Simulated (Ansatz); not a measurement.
BC₅ (I-4m2), relaxed and computed with several functionals in Ansatz (plane waves, PAW). Much of their spread follows the volume that each gives.

```csv
functional,V (Å³/atom),B₀ by P(V) fit (GPa)
LDA,5.80,406
PBEsol,5.92,391
PBE,6.01,377
r²SCAN,5.96,?
```

Problem. Fit a straight line to ln B₀ against ln V and predict the withheld value.

Solution. Least squares on the 3 shown rows: ln B₀ = -2.07 × ln V + (9.647), with a scatter of 0.2 %. For r²SCAN this gives 384. The run itself gave 391, a miss of 1.8 % of that.

Standing as an ambient phase not checked: BC5, I-4m2 (B on 2c, C on 4e, C on 2b, C on 4f). All cells were relaxed under the symmetry of their starts (and spin orders); stability against distortions was not tested throughout.

Potentials: the later of the program's two PAW sets.

Ansatz (a quantum-chemistry and plane-wave program) is a plane-wave DFT program.
